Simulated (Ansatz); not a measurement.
**Mechanical response of MnIr (P4/mmm)**

```
CELL_PARAMETERS angstrom
2.62362 0.00000 0.00000
0.00000 2.62362 0.00000
0.00000 0.00000 3.61360
ATOMIC_POSITIONS crystal
Mn 0.50000 0.50000 0.50000
Ir 0.00000 0.00000 0.00000
```

Starting moments along z (μB): Mn1 +1.1, Ir2 +0.

Unless marked otherwise, the numbers come from PBEsol, PAW on Ansatz 0.2.0's default frozen-core files (fitted under PBE), scalar-relativistic, spin-polarised. k mesh 18×18×14, strains of ±0.003, Fermi-Dirac smearing of 0.100 eV, cutoff 420 eV. The cell was relaxed by PAW under this functional, which moved its volume by -8 % from the database entry's.

The converged moment is 1.06 μB for the cell that the program solved.

The cell is tetragonal and carries a residual pressure of 0.03 GPa at this level. Each strain component that symmetry leaves independent is applied at ±0.003 and ±0.006, the ions relax wherever a strain frees them, and the stress (tension positive, GPa) is read. Shears are engineering strains, γ = 2ε.

```tsv
strain	size	σxx	σyy	σzz	σyz	σxz	σxy
xx	-0.006	-4.1706	-0.4291	-1.2448	0.0000	0.0000	0.0000
xx	-0.003	-2.0665	-0.2263	-0.6346	0.0000	0.0000	0.0000
xx	+0.003	1.9447	0.1654	0.5518	0.0000	0.0000	0.0000
xx	+0.006	3.8533	0.3549	1.1282	0.0000	0.0000	0.0000
zz	-0.006	-1.2421	-1.2421	-3.1193	0.0000	0.0000	0.0000
zz	-0.003	-0.6283	-0.6283	-1.5627	0.0000	0.0000	0.0000
zz	+0.003	0.5582	0.5582	1.4613	0.0000	0.0000	0.0000
zz	+0.006	1.1308	1.1308	2.9289	0.0000	0.0000	0.0000
yz	-0.006	-0.0409	-0.0425	-0.0572	-1.4961	0.0000	0.0000
yz	-0.003	-0.0314	-0.0318	-0.0411	-0.7482	0.0000	0.0000
yz	+0.003	-0.0314	-0.0318	-0.0411	0.7482	0.0000	0.0000
yz	+0.006	-0.0409	-0.0425	-0.0572	1.4961	0.0000	0.0000
xy	-0.006	-0.0338	-0.0338	-0.0447	0.0000	0.0000	-0.8441
xy	-0.003	-0.0296	-0.0296	-0.0379	0.0000	0.0000	-0.4220
xy	+0.003	-0.0296	-0.0296	-0.0379	0.0000	0.0000	0.4220
xy	+0.006	-0.0338	-0.0338	-0.0447	0.0000	0.0000	0.8441
```

The slope is [8(σ(+δ) − σ(−δ)) − (σ(+2δ) − σ(−2δ))]/(12δ), and the program imposes the crystal's symmetry on the matrix.

(1) What are the independent elastic constants?

(2) Is the crystal stable against homogeneous strain?

(3) What moduli does a random aggregate of grains have?

(4) With the density of 16.500 g/cm³, how fast does sound travel, and what Debye temperature follows?

(5) What happens at 10 GPa (cell relaxed there)?

## Answers

(1) C11 = 668.5, C12 = 65.2, C13 = 197.7, C33 = 504.0, C44 = 249.4, C66 = 140.7 GPa.

(2) The least eigenvalue of the 6×6 matrix is 140.7 GPa, so yes.

(3) Voigt and Reuss bounds: B from 306.7 to 306.9 and G from 201.9 to 219.9 GPa; their means are B = 306.8 and G = 210.9 GPa. Then E = 9BG/(3B + G) = 514.8 GPa, ν = (3B − 2G)/(6B + 2G) = 0.220 and B/G = 1.45, on the brittle side of Pugh's 1.75 (a rule of thumb).

(4) 

| direction | slow (m/s) | middle (m/s) | fast (m/s) |
| --- | --- | --- | --- |
| x | 2920 | 3888 | 6365 |
| y | 2920 | 3888 | 6365 |
| z | 3888 | 3888 | 5527 |

The mean of v⁻³ over directions and branches gives v_m = 3925 m/s and θ_D = (ħ/k_B) v_m (6π²n)^(1/3) = 504 K, n being atoms per volume. Young's modulus spans 379 to 622 GPa over directions, and the universal anisotropy index is 0.45.

(5) The volume falls to 0.9703 of its value, and C11 = 758.6, C12 = 89.0, C13 = 234.6, C33 = 565.3, C44 = 280.9, C66 = 151.3 GPa (slopes of the stress), in this structure whether or not another phase takes over.

Limits of these numbers: frozen-core PAW files fitted under PBE, their cores solved anew for the functional of the run; a lower magnetic state may exist; responses of metals move with mesh and smearing; no spin-orbit coupling on heavy atoms; elastic stability says nothing of phonons or of other phases.
